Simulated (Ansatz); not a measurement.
KI:
```
CELL_PARAMETERS angstrom
      0.00000     3.59116     3.59116
      3.59116     0.00000     3.59116
      3.59116     3.59116     0.00000
ATOMIC_POSITIONS crystal
  K  0.00000 0.00000 0.00000
  I  0.50000 0.50000 0.50000
```

x, y and z are the axes in which the lattice vectors are written.

Problem. Give the high-frequency dielectric tensor and the Born effective charge tensors of the independent atoms from DFPT, the program Ansatz at the PBE level (PAW).

Solution. 
ε∞:
```
2.80  0.00  0.00
0.00  2.80  0.00
0.00  0.00  2.80
```
Z* of atom 1 (K), rows: field, columns: displacement, in e:
```
1.16  0.00  0.00
0.00  1.16  0.00
0.00  0.00  1.16
```
Z* of atom 2 (I), rows: field, columns: displacement, in e:
```
-1.16   0.00   0.00
 0.00  -1.16   0.00
 0.00   0.00  -1.16
```

Static charges for comparison (Bader): K1 +0.82, I2 -0.82 e. Born charges measure polarisation by displacement and can exceed these by far.

Space group Fm-3m (rock salt). Symmetry was held in the PBE relaxation. Scalar-relativistic: spin–orbit coupling is off unless named, which matters more the heavier the elements.

Potentials: the later of the program's two PAW sets.
